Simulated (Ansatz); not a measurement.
Ansatz input file:

```yaml
crystal:
  lattice:
    - [1.4053036779, 0.8113524567, 4.8145016877]
    - [-1.4053036779, 0.8113524567, 4.8145016877]
    - [0.0, -1.6227049135, 4.8145016877]
  atoms:
    - { symbol: Ni, position: [0.0, 0.0, 0.0] }
    - { symbol: O, position: [0.6012961353, 0.6012961353, 0.6012961353] }
    - { symbol: O, position: [0.3987038647, 0.3987038647, 0.3987038647] }
basis:
  ecutwfc: 420
kpoints:
  mp_grid: { grid: [12, 12, 12] }
hamiltonian:
  xc: lda
scf:
  occupations: { method: gaussian, width: 0.02 }
output:
  forces: true
  stress: true
  eigenvalues: true
relax:
  adjacent_minimum: "off"
  f_tol: 0.005
  max_steps: 50
  cell: { stress_tol: 0.05 }
```

It can be run as
```bash
ansatz run input.yaml --threads 1 --pin off --backend cpu --events-out ev --progress --plain --runs-dir out  # memory cap (--max-ram) not shown
```

All numbers below come from Ansatz, DFT LDA, scalar-relativistic, plane waves, PAW.

Abridged output (iterations and final results):

```
SCF iter   1: F=—  HF=-6880.956313 eV  |F-HF|=—  |Δ(HF+E_count)|=         —  Δρ=1.81e-2  dr2=8.45e-2  ethr=1.77e-3  ⟨swp⟩=6.0  Hψ=16382  notcnv=0
SCF iter   2: F=—  HF=-6880.953710 eV  |F-HF|=—  |Δ(HF+E_count)|=   2.60e-3  Δρ=3.03e-2  dr2=2.21e-1  ethr=2.82e-4  ⟨swp⟩=2.2  Hψ=7890  notcnv=0  recentre
SCF iter   3: F=—  HF=-6880.941668 eV  |F-HF|=—  |Δ(HF+E_count)|=   1.20e-2  Δρ=1.76e-2  dr2=9.11e-2  ethr=2.82e-4  ⟨swp⟩=2.2  Hψ=6017  notcnv=0
SCF iter   4: F=—  HF=-6880.930207 eV  |F-HF|=—  |Δ(HF+E_count)|=   1.15e-2  Δρ=2.23e-3  dr2=4.63e-4  ethr=2.82e-4  ⟨swp⟩=2.0  Hψ=5564  notcnv=0
SCF iter   5: F=—  HF=-6880.930083 eV  |F-HF|=—  |Δ(HF+E_count)|=   1.24e-4  Δρ=4.60e-4  dr2=2.94e-5  ethr=1.54e-6  ⟨swp⟩=2.3  Hψ=5697  notcnv=0
SCF iter   6: F=—  HF=-6880.930072 eV  |F-HF|=—  |Δ(HF+E_count)|=   1.16e-5  Δρ=7.78e-5  dr2=5.38e-7  ethr=9.78e-8  ⟨swp⟩=2.0  Hψ=5597  notcnv=0
SCF iter   7: F=-6880.930072 eV  HF=-6880.930072 eV  |F-HF|=3.98e-8  |Δ(HF+E_count)|=   1.09e-7  Δρ=1.76e-5  dr2=6.22e-8  ethr=3.33e-10  ⟨swp⟩=5.8  Hψ=16645  notcnv=0
SCF 1 converged in 7 iterations: F = -6880.930072 eV  dr2 = 6.22e-8
relax step   1: F+E_penalty+E_count = -6880.93007152 eV  Δ(F+E_penalty+E_count) = +0.000e0 eV  max|allowed force component| = 8.579e-1 eV/Å  Δτ_max = 0.0000 Å  P = -11.296 GPa  Ω = 32.937 Å³  (7 SCF iters, dr2 threshold 1.00e-7 eV, accepted)
Crystal: 3 atoms, lattice volume = 31.978 Å³
Basis set: ecut = 420 eV, 645 PW (Γ), FFT grids on a1−a3, a2−a3, a3
Initial density: handed on by an earlier stage of this run
Initial wavefunctions: those handed on with the density
SCF iter   1: F=—  HF=-6880.986738 eV  |F-HF|=—  |Δ(HF+E_count)|=         —  Δρ=3.74e-3  dr2=2.93e-3  ethr=9.38e-6  ⟨swp⟩=1.8  Hψ=19830  notcnv=0
SCF iter   2: F=—  HF=-6880.985942 eV  |F-HF|=—  |Δ(HF+E_count)|=   7.96e-4  Δρ=2.41e-3  dr2=1.67e-3  ethr=9.38e-6  ⟨swp⟩=2.2  Hψ=6341  notcnv=0
SCF iter   3: F=—  HF=-6880.986632 eV  |F-HF|=—  |Δ(HF+E_count)|=   6.90e-4  Δρ=6.19e-3  dr2=8.40e-3  ethr=5.56e-6  ⟨swp⟩=2.2  Hψ=6205  notcnv=0  recentre
SCF iter   4: F=—  HF=-6880.985738 eV  |F-HF|=—  |Δ(HF+E_count)|=   8.94e-4  Δρ=7.12e-4  dr2=4.51e-5  ethr=5.56e-6  ⟨swp⟩=2.4  Hψ=6074  notcnv=0
SCF iter   5: F=—  HF=-6880.985731 eV  |F-HF|=—  |Δ(HF+E_count)|=   7.29e-6  Δρ=8.58e-5  dr2=9.68e-7  ethr=1.50e-7  ⟨swp⟩=2.4  Hψ=6463  notcnv=0
SCF iter   6: F=-6880.985731 eV  HF=-6880.985731 eV  |F-HF|=4.04e-9  |Δ(HF+E_count)|=   2.26e-8  Δρ=2.05e-5  dr2=3.58e-8  ethr=1.00e-9  ⟨swp⟩=5.4  Hψ=15991  notcnv=0
SCF 2 converged in 6 iterations: F = -6880.985731 eV  dr2 = 3.58e-8
relax step   2: F+E_penalty+E_count = -6880.98573060 eV  Δ(F+E_penalty+E_count) = -5.566e-2 eV  max|allowed force component| = 5.222e-1 eV/Å  Δτ_max = 0.0027 Å  P = -6.352 GPa  Ω = 31.978 Å³  energy of the carried Pulay correction = +7.047e-3 eV  (6 SCF iters, dr2 threshold 3.00e-7 eV, accepted)
Crystal: 3 atoms, lattice volume = 31.206 Å³
Basis set: ecut = 420 eV, 621 PW (Γ), FFT grids on a1−a3, a2−a3, a3
SCF iter   1: F=—  HF=-6881.015141 eV  |F-HF|=—  |Δ(HF+E_count)|=         —  Δρ=9.10e-3  dr2=1.58e-2  ethr=5.37e-5  ⟨swp⟩=1.8  Hψ=19777  notcnv=0
SCF iter   2: F=—  HF=-6881.025567 eV  |F-HF|=—  |Δ(HF+E_count)|=   1.04e-2  Δρ=2.20e-2  dr2=1.18e-1  ethr=5.28e-5  ⟨swp⟩=3.0  Hψ=6766  notcnv=0  recentre
SCF iter   3: F=—  HF=-6881.012970 eV  |F-HF|=—  |Δ(HF+E_count)|=   1.26e-2  Δρ=5.14e-3  dr2=4.67e-3  ethr=5.28e-5  ⟨swp⟩=3.4  Hψ=7514  notcnv=0
SCF iter   4: F=—  HF=-6881.012225 eV  |F-HF|=—  |Δ(HF+E_count)|=   7.45e-4  Δρ=8.58e-4  dr2=5.73e-5  ethr=1.56e-5  ⟨swp⟩=2.5  Hψ=5890  notcnv=0
SCF iter   5: F=—  HF=-6881.012205 eV  |F-HF|=—  |Δ(HF+E_count)|=   1.99e-5  Δρ=1.18e-4  dr2=1.35e-6  ethr=1.91e-7  ⟨swp⟩=2.3  Hψ=6012  notcnv=0
SCF iter   6: F=-6881.012204 eV  HF=-6881.012204 eV  |F-HF|=8.29e-8  |Δ(HF+E_count)|=   2.55e-7  Δρ=3.40e-5  dr2=1.50e-7  ethr=1.00e-9  ⟨swp⟩=6.0  Hψ=17480  notcnv=0
SCF 3 converged in 6 iterations: F = -6881.012204 eV  dr2 = 1.50e-7
relax step   3: F+E_penalty+E_count = -6881.01220428 eV  Δ(F+E_penalty+E_count) = -2.647e-2 eV  max|allowed force component| = 8.536e-3 eV/Å  Δτ_max = 0.0108 Å  P = +0.606 GPa  Ω = 31.206 Å³  energy of the carried Pulay correction = +1.287e-2 eV  (6 SCF iters, dr2 threshold 3.00e-7 eV, accepted)
Crystal: 3 atoms, lattice volume = 31.419 Å³
SCF iter   1: F=—  HF=-6881.011004 eV  |F-HF|=—  |Δ(HF+E_count)|=         —  Δρ=1.48e-3  dr2=6.29e-4  ethr=2.21e-6  ⟨swp⟩=2.0  Hψ=19520  notcnv=0
SCF iter   2: F=—  HF=-6881.011547 eV  |F-HF|=—  |Δ(HF+E_count)|=   5.43e-4  Δρ=5.01e-3  dr2=5.69e-3  ethr=2.10e-6  ⟨swp⟩=3.0  Hψ=8221  notcnv=0  recentre
SCF iter   3: F=—  HF=-6881.010932 eV  |F-HF|=—  |Δ(HF+E_count)|=   6.15e-4  Δρ=8.09e-4  dr2=1.42e-4  ethr=2.10e-6  ⟨swp⟩=2.2  Hψ=6229  notcnv=0
SCF iter   4: F=—  HF=-6881.010911 eV  |F-HF|=—  |Δ(HF+E_count)|=   2.09e-5  Δρ=2.62e-4  dr2=4.68e-6  ethr=4.74e-7  ⟨swp⟩=2.1  Hψ=4966  notcnv=0
SCF iter   5: F=-6881.010911 eV  HF=-6881.010911 eV  |F-HF|=5.47e-8  |Δ(HF+E_count)|=   3.86e-7  Δρ=1.42e-5  dr2=6.81e-8  ethr=1.00e-9  ⟨swp⟩=3.7  Hψ=15758  notcnv=0
SCF 4 converged in 5 iterations: F = -6881.010911 eV  dr2 = 6.81e-8
relax step   4: F+E_penalty+E_count = -6881.01091100 eV  Δ(F+E_penalty+E_count) = +1.293e-3 eV  max|allowed force component| = 1.042e-2 eV/Å  Δτ_max = 0.0047 Å  P = +0.016 GPa  Ω = 31.419 Å³  energy of the carried Pulay correction = +1.125e-2 eV  (5 SCF iters, dr2 threshold 3.00e-7 eV, accepted)
Crystal: 3 atoms, lattice volume = 31.490 Å³
SCF iter   1: F=—  HF=-6881.010421 eV  |F-HF|=—  |Δ(HF+E_count)|=         —  Δρ=9.07e-4  dr2=2.06e-4  ethr=6.86e-7  ⟨swp⟩=2.0  Hψ=19231  notcnv=0
SCF iter   2: F=—  HF=-6881.010627 eV  |F-HF|=—  |Δ(HF+E_count)|=   2.06e-4  Δρ=2.97e-3  dr2=2.05e-3  ethr=6.86e-7  ⟨swp⟩=2.9  Hψ=7760  notcnv=0  recentre
SCF iter   3: F=—  HF=-6881.010400 eV  |F-HF|=—  |Δ(HF+E_count)|=   2.28e-4  Δρ=3.61e-4  dr2=2.05e-5  ethr=6.86e-7  ⟨swp⟩=2.2  Hψ=5910  notcnv=0
SCF iter   4: F=—  HF=-6881.010396 eV  |F-HF|=—  |Δ(HF+E_count)|=   3.94e-6  Δρ=8.67e-5  dr2=5.20e-7  ethr=6.82e-8  ⟨swp⟩=2.2  Hψ=5087  notcnv=0
SCF iter   5: F=—  HF=-6881.010397 eV  |F-HF|=—  |Δ(HF+E_count)|=   9.08e-7  Δρ=7.09e-6  dr2=8.00e-9  ethr=1.73e-9  ⟨swp⟩=1.4  Hψ=4081  notcnv=0
SCF iter   6: F=-6881.010397 eV  HF=-6881.010397 eV  |F-HF|=1.68e-10  |Δ(HF+E_count)|=   1.25e-9  Δρ=1.57e-6  dr2=3.53e-10  ethr=2.26e-11  ⟨swp⟩=5.4  Hψ=15054  notcnv=0
SCF 5 converged in 6 iterations: F = -6881.010397 eV  dr2 = 3.53e-10
relax step   5: F+E_penalty+E_count = -6881.01039656 eV  Δ(F+E_penalty+E_count) = +5.144e-4 eV  max|allowed force component| = 1.239e-3 eV/Å  Δτ_max = 0.0024 Å  P = -0.008 GPa  Ω = 31.490 Å³  energy of the carried Pulay correction = +1.071e-2 eV  (6 SCF iters, dr2 threshold 6.79e-9 eV, accepted)
Initial wavefunctions: pseudopotential atomic-orbital guess (no wavefunctions were taken with the density)
SCF iter   1: F=—  HF=-6881.001787 eV  |F-HF|=—  |Δ(HF+E_count)|=         —  Δρ=4.86e-4  dr2=1.26e-5  ethr=1.12e-7  ⟨swp⟩=4.1  Hψ=27565  notcnv=0
SCF iter   2: F=—  HF=-6881.001790 eV  |F-HF|=—  |Δ(HF+E_count)|=   2.62e-6  Δρ=2.73e-4  dr2=1.29e-5  ethr=4.19e-8  ⟨swp⟩=2.0  Hψ=5637  notcnv=0
SCF iter   3: F=—  HF=-6881.001799 eV  |F-HF|=—  |Δ(HF+E_count)|=   8.67e-6  Δρ=6.66e-4  dr2=9.58e-5  ethr=4.19e-8  ⟨swp⟩=2.8  Hψ=6439  notcnv=0  recentre
SCF iter   4: F=—  HF=-6881.001791 eV  |F-HF|=—  |Δ(HF+E_count)|=   7.66e-6  Δρ=5.34e-5  dr2=3.18e-7  ethr=4.19e-8  ⟨swp⟩=2.3  Hψ=5555  notcnv=0
SCF iter   5: F=—  HF=-6881.001787 eV  |F-HF|=—  |Δ(HF+E_count)|=   3.59e-6  Δρ=5.75e-6  dr2=3.75e-9  ethr=1.06e-9  ⟨swp⟩=2.4  Hψ=5444  notcnv=0
SCF iter   6: F=—  HF=-6881.001787 eV  |F-HF|=—  |Δ(HF+E_count)|=  5.91e-10  Δρ=1.42e-6  dr2=6.62e-10  ethr=1.25e-11  ⟨swp⟩=2.5  Hψ=6165  notcnv=0
SCF iter   7: F=-6881.001787 eV  HF=-6881.001787 eV  |F-HF|=5.46e-12  |Δ(HF+E_count)|=  9.00e-11  Δρ=1.51e-7  dr2=3.36e-12  ethr=1.00e-12  ⟨swp⟩=5.2  Hψ=19997  notcnv=0
SCF 6 converged in 7 iterations: F = -6881.001787 eV  dr2 = 3.36e-12
Crystal: 3 atoms, lattice volume = 31.174 Å³
Basis set: ecut = 420 eV, 615 PW (Γ), FFT grids on a1−a3, a2−a3, a3
SCF iter   1: F=—  HF=-6881.004905 eV  |F-HF|=—  |Δ(HF+E_count)|=         —  Δρ=3.14e-3  dr2=2.61e-3  ethr=8.38e-6  ⟨swp⟩=1.8  Hψ=20392  notcnv=0
SCF iter   2: F=—  HF=-6881.007403 eV  |F-HF|=—  |Δ(HF+E_count)|=   2.50e-3  Δρ=1.05e-2  dr2=2.53e-2  ethr=8.38e-6  ⟨swp⟩=3.1  Hψ=8322  notcnv=0  recentre
SCF iter   3: F=—  HF=-6881.004602 eV  |F-HF|=—  |Δ(HF+E_count)|=   2.80e-3  Δρ=1.41e-3  dr2=3.57e-4  ethr=8.38e-6  ⟨swp⟩=2.4  Hψ=6529  notcnv=0
SCF iter   4: F=—  HF=-6881.004558 eV  |F-HF|=—  |Δ(HF+E_count)|=   4.41e-5  Δρ=3.28e-4  dr2=8.08e-6  ethr=1.19e-6  ⟨swp⟩=2.1  Hψ=5183  notcnv=0
SCF iter   5: F=—  HF=-6881.004564 eV  |F-HF|=—  |Δ(HF+E_count)|=   6.11e-6  Δρ=2.64e-5  dr2=1.02e-7  ethr=1.00e-9  ⟨swp⟩=4.6  Hψ=17868  notcnv=0
SCF iter   6: F=-6881.004564 eV  HF=-6881.004564 eV  |F-HF|=2.27e-9  |Δ(HF+E_count)|=   2.06e-8  Δρ=6.84e-6  dr2=6.66e-9  ethr=3.39e-10  ⟨swp⟩=2.8  Hψ=13332  notcnv=0
SCF 7 converged in 6 iterations: F = -6881.004564 eV  dr2 = 6.66e-9
relax step   7: F+E_penalty+E_count = -6881.00456427 eV  Δ(F+E_penalty+E_count) = -2.777e-3 eV  max|allowed force component| = 4.179e-3 eV/Å  Δτ_max = 0.0089 Å  P = -0.024 GPa  Ω = 31.174 Å³  energy of the carried Pulay correction = +2.404e-3 eV  (6 SCF iters, dr2 threshold 3.00e-7 eV, accepted)
Crystal: 3 atoms, lattice volume = 31.163 Å³
SCF iter   1: F=—  HF=-6881.004646 eV  |F-HF|=—  |Δ(HF+E_count)|=         —  Δρ=8.86e-5  dr2=8.85e-7  ethr=2.61e-9  ⟨swp⟩=3.0  Hψ=20309  notcnv=0
SCF iter   2: F=—  HF=-6881.004646 eV  |F-HF|=—  |Δ(HF+E_count)|=   3.11e-7  Δρ=1.38e-4  dr2=3.91e-6  ethr=2.61e-9  ⟨swp⟩=2.2  Hψ=5509  notcnv=0  recentre
SCF iter   3: F=—  HF=-6881.004646 eV  |F-HF|=—  |Δ(HF+E_count)|=   3.05e-7  Δρ=6.97e-5  dr2=1.08e-6  ethr=2.61e-9  ⟨swp⟩=2.2  Hψ=5467  notcnv=0
SCF iter   4: F=—  HF=-6881.004646 eV  |F-HF|=—  |Δ(HF+E_count)|=   1.00e-7  Δρ=1.34e-5  dr2=9.18e-9  ethr=2.61e-9  ⟨swp⟩=1.1  Hψ=3604  notcnv=0
SCF iter   5: F=-6881.004646 eV  HF=-6881.004646 eV  |F-HF|=5.29e-10  |Δ(HF+E_count)|=   3.78e-9  Δρ=1.80e-6  dr2=6.65e-10  ethr=2.60e-11  ⟨swp⟩=4.9  Hψ=13643  notcnv=0
SCF 8 converged in 5 iterations: F = -6881.004646 eV  dr2 = 6.65e-10
relax step   8: F+E_penalty+E_count = -6881.00464575 eV  Δ(F+E_penalty+E_count) = -8.148e-5 eV  max|allowed force component| = 2.323e-4 eV/Å  Δτ_max = 0.0001 Å  P = -0.001 GPa  Ω = 31.163 Å³  energy of the carried Pulay correction = +2.483e-3 eV  (5 SCF iters, dr2 threshold 7.80e-9 eV, accepted)
SCF iter   1: F=—  HF=-6881.002210 eV  |F-HF|=—  |Δ(HF+E_count)|=         —  Δρ=1.42e-4  dr2=1.06e-6  ethr=9.85e-8  ⟨swp⟩=4.1  Hψ=27535  notcnv=0
SCF iter   2: F=—  HF=-6881.002210 eV  |F-HF|=—  |Δ(HF+E_count)|=   3.49e-7  Δρ=8.14e-5  dr2=1.10e-6  ethr=3.55e-9  ⟨swp⟩=2.0  Hψ=5650  notcnv=0
SCF iter   3: F=—  HF=-6881.002211 eV  |F-HF|=—  |Δ(HF+E_count)|=   7.50e-7  Δρ=1.90e-4  dr2=7.76e-6  ethr=3.55e-9  ⟨swp⟩=2.9  Hψ=6433  notcnv=0  recentre
SCF iter   4: F=—  HF=-6881.002210 eV  |F-HF|=—  |Δ(HF+E_count)|=   8.15e-7  Δρ=1.54e-5  dr2=2.59e-8  ethr=3.55e-9  ⟨swp⟩=2.3  Hψ=5631  notcnv=0
SCF iter   5: F=—  HF=-6881.002210 eV  |F-HF|=—  |Δ(HF+E_count)|=   1.86e-9  Δρ=1.95e-6  dr2=3.52e-10  ethr=8.62e-11  ⟨swp⟩=2.4  Hψ=5310  notcnv=0
SCF iter   6: F=—  HF=-6881.002210 eV  |F-HF|=—  |Δ(HF+E_count)|=  3.82e-11  Δρ=3.61e-7  dr2=3.33e-11  ethr=1.17e-12  ⟨swp⟩=2.2  Hψ=5947  notcnv=0
SCF iter   7: F=-6881.002210 eV  HF=-6881.002210 eV  |F-HF|=9.09e-13  |Δ(HF+E_count)|=  8.19e-12  Δρ=2.49e-8  dr2=6.89e-14  ethr=1.00e-12  ⟨swp⟩=6.1  Hψ=16970  notcnv=0
SCF 9 converged in 7 iterations: F = -6881.002210 eV  dr2 = 6.89e-14
Crystal: 3 atoms, lattice volume = 31.057 Å³
SCF iter   1: F=—  HF=-6881.003125 eV  |F-HF|=—  |Δ(HF+E_count)|=         —  Δρ=1.18e-3  dr2=3.54e-4  ethr=1.19e-6  ⟨swp⟩=2.1  Hψ=19465  notcnv=0
SCF iter   2: F=—  HF=-6881.003471 eV  |F-HF|=—  |Δ(HF+E_count)|=   3.47e-4  Δρ=3.90e-3  dr2=3.46e-3  ethr=1.18e-6  ⟨swp⟩=2.9  Hψ=8151  notcnv=0  recentre
SCF iter   3: F=—  HF=-6881.003088 eV  |F-HF|=—  |Δ(HF+E_count)|=   3.84e-4  Δρ=5.18e-4  dr2=4.53e-5  ethr=1.18e-6  ⟨swp⟩=2.2  Hψ=5973  notcnv=0
SCF iter   4: F=—  HF=-6881.003083 eV  |F-HF|=—  |Δ(HF+E_count)|=   4.89e-6  Δρ=1.18e-4  dr2=9.83e-7  ethr=1.51e-7  ⟨swp⟩=2.2  Hψ=5185  notcnv=0
SCF iter   5: F=—  HF=-6881.003082 eV  |F-HF|=—  |Δ(HF+E_count)|=   1.10e-6  Δρ=8.31e-6  dr2=1.19e-8  ethr=1.39e-10  ⟨swp⟩=4.2  Hψ=16819  notcnv=0
SCF iter   6: F=-6881.003082 eV  HF=-6881.003082 eV  |F-HF|=4.01e-10  |Δ(HF+E_count)|=   1.75e-9  Δρ=2.49e-6  dr2=9.17e-10  ethr=3.97e-11  ⟨swp⟩=3.0  Hψ=13975  notcnv=0
SCF 10 converged in 6 iterations: F = -6881.003082 eV  dr2 = 9.17e-10
relax step  10: F+E_penalty+E_count = -6881.00308154 eV  Δ(F+E_penalty+E_count) = -8.715e-4 eV  max|allowed force component| = 2.455e-5 eV/Å  Δτ_max = 0.0031 Å  P = -0.005 GPa  Ω = 31.057 Å³  energy of the carried Pulay correction = +8.287e-4 eV  (6 SCF iters, dr2 threshold 4.18e-8 eV, accepted)
SCF iter   1: F=—  HF=-6881.002293 eV  |F-HF|=—  |Δ(HF+E_count)|=         —  Δρ=4.87e-5  dr2=1.23e-7  ethr=9.89e-8  ⟨swp⟩=4.1  Hψ=27546  notcnv=0
SCF iter   2: F=—  HF=-6881.002292 eV  |F-HF|=—  |Δ(HF+E_count)|=   1.42e-6  Δρ=2.60e-5  dr2=9.57e-8  ethr=4.11e-10  ⟨swp⟩=2.1  Hψ=6159  notcnv=0
SCF iter   3: F=—  HF=-6881.002292 eV  |F-HF|=—  |Δ(HF+E_count)|=   8.71e-8  Δρ=6.24e-5  dr2=8.39e-7  ethr=3.19e-10  ⟨swp⟩=2.0  Hψ=6127  notcnv=0  recentre
SCF iter   4: F=—  HF=-6881.002292 eV  |F-HF|=—  |Δ(HF+E_count)|=   8.75e-8  Δρ=5.90e-6  dr2=4.51e-9  ethr=3.19e-10  ⟨swp⟩=2.2  Hψ=5525  notcnv=0
SCF iter   5: F=—  HF=-6881.002292 eV  |F-HF|=—  |Δ(HF+E_count)|=  3.16e-10  Δρ=7.64e-7  dr2=5.44e-11  ethr=1.50e-11  ⟨swp⟩=1.9  Hψ=5197  notcnv=0
SCF iter   6: F=-6881.002292 eV  HF=-6881.002292 eV  |F-HF|=2.73e-12  |Δ(HF+E_count)|=  7.28e-12  Δρ=1.24e-7  dr2=2.36e-12  ethr=1.00e-12  ⟨swp⟩=6.2  Hψ=17452  notcnv=0
SCF 11 converged in 6 iterations: F = -6881.002292 eV  dr2 = 2.36e-12
SCF converged after 6 iterations
Free energy (F): -6881.002292 eV
Harris-Foulkes:  -6881.002292 eV  (|F-HF|=2.73e-12)
Internal energy: -6881.002292 eV  (E = F + TS)
E sigma→0 (E₀):  -6881.002292 eV
Fermi energy:    7.647311 eV
--- Per-component energies (eV) ---
  E_band       = -510.028072
  E_kinetic    = 624.707044
  E_local      = -6303.051340  (includes V_loc(G=0)·N_el)
  E_nonlocal   = 728.666230
  E_hartree    = 2655.864913
  E_xc         = -228.890969
  E_vxc        = -295.042963  (∫ρ·V_xc dr)
  E_paw        = -1845.121386  (= ΣΔE_a)
  E_vpaw       = -577.042025  (= ΣTr[D̂ρ^β])
  E_aug_tail   = 0.005138  (compensation charges beyond the density's cutoff)
  E_ewald      = -2513.809885
  E_core_change = 0.627963  (= ΣΔE_core)
  E_smearing   =  0.000000  (= −TS)
--- Forces (eV/Å), atoms counted from 1 ---
  atom   1  Ni     0.00000000     0.00000000     0.00000000
  atom   2  O      0.00000000     0.00000000    -0.00001733
  atom   3  O      0.00000000     0.00000000     0.00001733
--- Stress (GPa, compression-positive) ---
       -0.005210       0.000000       0.000000
        0.000000      -0.005210       0.000000
        0.000000       0.000000      -0.041650
  P = ⅓ Tr σ = -0.0174 GPa (-0.174 kbar)
--- Band table (eV; the first three rows and the last of 189) ---
  k-point 0: bands = ["-96.4032", "-57.2786", "-57.2786", "-56.9805", "-12.7630", "-9.9498", "0.9805", "1.1382", "1.1382", "4.8589", "4.8589", "5.8781", "5.8781", "6.1630", "6.7479", "9.5003", "9.5003", "14.7272", "18.4445"]
  k-point 1: bands = ["-96.4027", "-57.2830", "-57.2797", "-56.9799", "-12.6603", "-9.9611", "1.0895", "1.1010", "1.1994", "4.5153", "4.6304", "5.7621", "6.0520", "6.3031", "6.8022", "9.2626", "9.4359", "15.0445", "18.7926"]
  k-point 2: bands = ["-96.4016", "-57.2948", "-57.2825", "-56.9782", "-12.3665", "-9.9960", "1.0252", "1.3683", "1.4077", "3.6356", "4.2342", "5.6281", "6.2649", "6.5430", "6.8187", "8.7350", "9.3006", "15.8403", "19.6568"]
  k-point 188: bands = ["-96.4031", "-57.2786", "-57.2786", "-56.9805", "-12.6749", "-10.1247", "1.1251", "1.1251", "1.6719", "4.8598", "4.8598", "4.8989", "5.9324", "5.9324", "7.1350", "9.4540", "9.4540", "16.5689", "17.2261"]
--- Relaxed structure (8 steps of the walk, 8 accepted, 3 SCFs on fresh bases) ---
  F+E_penalty+E_count = -6881.00229197 eV   max|allowed force component| = 1.733e-5 eV/Å   (the final SCF, on the basis selected at the relaxed cell)
  cell:  # Å, volume = 31.0572 Å³
    - [1.37883439, 0.79607040, 4.71571314]
    - [-1.37883439, 0.79607040, 4.71571314]
    - [0.0, -1.59214081, 4.71571314]
  atoms:
    - { symbol: Ni, position: [0.0, 0.0, 0.0] }
    - { symbol: O, position: [0.60150906, 0.60150906, 0.60150906] }
    - { symbol: O, position: [0.39849093, 0.39849093, 0.39849093] }
```

The relaxation met its thresholds.

The cell holds layers, and where no dispersion correction was added their binding is poorly described.